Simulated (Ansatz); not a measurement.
Ge:
```cif
data_Ge24
_chemical_formula_sum 'Ge24'
_space_group_name_H-M_alt 'R-3 :H'
_space_group_IT_number 148
_space_group_name_Hall '-R 3'
_cell_length_a 9.84592
_cell_length_b 9.84592
_cell_length_c 5.85992
_cell_angle_alpha 90.000
_cell_angle_beta 90.000
_cell_angle_gamma 120.000
loop_
_atom_site_label
_atom_site_type_symbol
_atom_site_symmetry_multiplicity
_atom_site_Wyckoff_symbol
_atom_site_fract_x
_atom_site_fract_y
_atom_site_fract_z
_atom_site_occupancy
Ge1 Ge 6 c 0.00000 0.00000 0.28414 1
Ge2 Ge 18 f 0.03717 0.26686 0.23663 1
```
(The calculation used a cell of 8 atoms; values per cell refer to that cell.)

Relaxed with PBEsol.

### Question
Which orbitals make up the states near the Fermi level in PBEsol (plane waves, PAW; program Ansatz)?

### Answer
Within 0.5 eV of the Fermi level: Ge 4p 69 %, Ge 4s 28 %. Projections are on Löwdin-orthogonalised atomic valence shells; empty p or d shells of many metals are not among them.

### Question
Tabulate the density of states.

### Answer
States/eV per cell of 8 atoms, in 0.25 eV bins, energy from the Fermi level.

| E (eV) | total | Ge 4p | Ge 4s |
|---|---|---|---|
| -7.85 | 1.59 | 0.60 | 0.98 |
| -7.60 | 1.77 | 0.71 | 1.05 |
| -7.35 | 2.30 | 1.01 | 1.27 |
| -7.10 | 2.48 | 1.16 | 1.31 |
| -6.85 | 0.87 | 0.39 | 0.48 |
| -6.60 | 1.10 | 0.54 | 0.56 |
| -6.35 | 2.30 | 1.23 | 1.06 |
| -6.10 | 3.20 | 1.62 | 1.57 |
| -5.85 | 2.92 | 1.46 | 1.45 |
| -5.60 | 2.85 | 1.44 | 1.39 |
| -5.35 | 1.42 | 0.78 | 0.64 |
| -5.10 | 0.93 | 0.57 | 0.36 |
| -4.85 | 1.40 | 1.16 | 0.24 |
| -4.60 | 1.87 | 1.61 | 0.25 |
| -4.35 | 1.96 | 1.66 | 0.29 |
| -4.10 | 2.24 | 1.88 | 0.34 |
| -3.85 | 2.92 | 2.51 | 0.39 |
| -3.60 | 3.49 | 3.06 | 0.41 |
| -3.35 | 3.90 | 3.46 | 0.41 |
| -3.10 | 4.06 | 3.66 | 0.37 |
| -2.85 | 3.71 | 3.33 | 0.35 |
| -2.60 | 4.44 | 4.00 | 0.40 |
| -2.35 | 4.44 | 4.06 | 0.34 |
| -2.10 | 5.30 | 4.91 | 0.34 |
| -1.85 | 5.43 | 5.10 | 0.28 |
| -1.60 | 5.36 | 5.05 | 0.26 |
| -1.35 | 4.86 | 4.56 | 0.25 |
| -1.10 | 3.75 | 3.53 | 0.18 |
| -0.85 | 3.65 | 3.47 | 0.14 |
| -0.60 | 1.38 | 1.30 | 0.06 |
| -0.35 | 0.63 | 0.59 | 0.03 |
| -0.10 | 0.61 | 0.49 | 0.11 |
| 0.15 | 1.77 | 1.15 | 0.57 |
| 0.40 | 2.58 | 1.61 | 0.88 |
| 0.65 | 2.05 | 1.31 | 0.66 |
| 0.90 | 3.24 | 2.14 | 0.96 |
| 1.15 | 2.88 | 1.92 | 0.82 |
| 1.40 | 2.80 | 1.90 | 0.73 |
| 1.65 | 4.87 | 3.36 | 1.17 |
| 1.90 | 4.24 | 2.94 | 1.00 |
| 2.15 | 3.76 | 2.66 | 0.81 |
| 2.40 | 3.81 | 2.75 | 0.74 |
| 2.65 | 4.78 | 3.53 | 0.81 |
| 2.90 | 4.36 | 3.25 | 0.68 |
| 3.15 | 4.20 | 3.14 | 0.62 |
| 3.40 | 4.39 | 3.31 | 0.57 |
| 3.65 | 5.06 | 3.78 | 0.62 |
| 3.90 | 4.46 | 3.34 | 0.51 |
| 4.15 | 4.90 | 3.69 | 0.48 |
| 4.40 | 5.05 | 3.78 | 0.46 |
| 4.65 | 4.75 | 3.60 | 0.42 |

The workflow started from a Materials Project entry (that database holds measured and hypothetical structures alike); the Crystallography Open Database copy checked does not list it. It is not the phase usual at ambient conditions (space group No. 227). Symmetry was held in the PBEsol relaxation; its stability against distortions is not shown here. Spin–orbit coupling is left out wherever it is not named.

Potentials: the later of the program's two PAW sets.
